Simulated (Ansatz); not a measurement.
PtC:
```
PtC
1.0
    3.00440     0.00000     0.00000
   -1.50220     2.60188     0.00000
    0.00000     0.00000     2.86427
Pt C
1 1
Direct
  0.00000   0.00000   0.00000
  0.33333   0.66667   0.50000
```

Relaxed with r²SCAN. Special points in fractions of this cell's reciprocal vectors: Γ (0.000, 0.000, 0.000); M (0.500, 0.000, 0.000); K (0.333, 0.333, 0.000); A (0.000, 0.000, 0.500); L (0.500, 0.000, 0.500); H (0.333, 0.333, 0.500).

List the band energies nearest the Fermi level at these points for r²SCAN (plane waves, PAW; program Ansatz).

In eV from the Fermi level; about four levels below and three above (degenerate sets whole), none deeper than 8.9 eV; … stands for higher levels left out; points with the same levels are listed once.

```
k                          below           above
-  -----------------------------  --------------
Γ  -5.91 -5.91 -2.54 -2.54 -0.98     2.60 2.60 …
M        -2.94 -2.91 -0.90 -0.67          3.56 …
K        -3.67 -2.63 -2.24 -1.57          4.48 …
A  -5.17 -5.17 -4.42 -4.42 -1.24     2.08 2.08 …
L        -5.80 -2.23 -1.89 -1.28     1.62 4.44 …
H        -7.28 -4.02 -3.51 -1.70  0.42 1.65 4.58
```

Space group P-6m2. The start of the workflow was typed in or built on a structure type; neither database checked (COD, Materials Project) lists it. Its standing as an ambient phase is unchecked. The cell was relaxed with r²SCAN under the symmetry of its start; whether a distortion lowers the energy is not shown. No spin polarisation was allowed. Its formation energy is positive at this level, so the cell may be metastable or incomplete. Spin–orbit coupling is left out wherever it is not named.

Potentials: the earlier of the program's two PAW sets.
